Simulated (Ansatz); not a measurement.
All-electron LAPW in Ansatz 0.2.0 under PBE, scalar-relativistic, energies extrapolated to zero smearing. Slabs are 1×1 cells cut from bulk crystals relaxed on PAW files, with atoms then relaxed, 16 to 20 Å of vacuum, a dipole correction, k spacings of 0.16 to 0.26 Å⁻¹ and smearing of 0.02 to 0.1 eV, without spin–orbit coupling or spin polarisation. The bulk type named needn't be the stable one, and no reconstruction is allowed.

| slab | area (Å²) | γ (J/m²) | Φ (eV) | Δd12 (%) |
| --- | --- | --- | --- | --- |
| fcc Cu (111), 6 layers | 5.70 | ? | 4.81 | ? |
| fcc Cu (111), 3 layers | 5.70 | 1.29 | 4.73 | -1.2 |
| fcc Cu (110), 3 layers | 9.31 | 1.56 | 4.44 | -5.1 |
| fcc Cu (110), 1 layer | 9.31 | 1.68 | 5.11 | – |
| fcc Cu (100), 4 layers | 6.59 | 1.51 | 4.54 | -2.9 |
| fcc Cu (111), 4 layers | 5.70 | 1.35 | 4.76 | -1.2 |

Fill in "Δd12 (%)" for the row "fcc Cu (111), 6 layers".

-0.8.

What belongs in the row "fcc Cu (111), 6 layers", column "γ (J/m²)"?

1.36.
